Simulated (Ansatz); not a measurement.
# Sn: stiffness from a series of strains

```yaml
crystal:
  lattice:
    - [0.00000, 3.24560, 3.24560]
    - [3.24560, 0.00000, 3.24560]
    - [3.24560, 3.24560, 0.00000]
  atoms:
    - { symbol: Sn, position: [0.50000, 0.50000, 0.50000] }
    - { symbol: Sn, position: [0.75000, 0.75000, 0.75000] }
```

Atom numbers follow the list: Sn1, Sn2.

Conventional cell: a = 6.491 Å, b = 6.491 Å, c = 6.491 Å, α = 90.00°, β = 90.00°, γ = 90.00°. Around Sn (atom 1) lie 4 Sn at 2.81 Å.

The cell is COD entry 9008568, as deposited and not checked against the literature; nothing was relaxed.

Spin–orbit coupling is left out, though it moves levels of the heavy atoms by tenths of an eV or more.

Level of theory: DFT, LDA, all-electron LAPW, scalar-relativistic in Ansatz 0.2.0.

Sampling and basis: a Γ-centred 9×9×9 k mesh, Fermi–Dirac smearing of 0.03 eV, basis error target 0.25 meV/atom, no spin polarisation.

The strain is applied along the Cartesian axes of the cell as listed (the other components stay zero). Fractional coordinates are held (clamped ions).

σ is the change of stress from the unstrained cell, which is at -0.35 GPa; tension is positive, so slopes are stress–strain coefficients at that pressure. In a metal the k mesh adds noise.

Only quantities that a quadratic follows smoothly over the whole series are listed; rougher ones are left out.

```
εxx = εyy  σzz (GPa)  σxx (GPa)
  -0.0300      -2.33      -3.38
  -0.0100      -0.68      -1.01
   0.0000       0.00       0.00
   0.0100       0.62       0.89
   0.0200       1.17       1.71
   0.0300       1.64       2.44
```

Problem. Fit the series and read off the stiffness at zero strain.

Solution. Least-squares fits y = p0 + p1 x + p2 x² to the rows give σzz (GPa): p1 = 66, p2 = -390; σxx (GPa): p1 = 96.7, p2 = -520. So 2 C12 = 66 GPa and C11 + C12 = 97 GPa.

Problem. One run, at εxx = εyy = -0.0200, is withheld. Predict its row.

Solution. The fits give -1.47, -2.15; the run gave -1.45, -2.14.
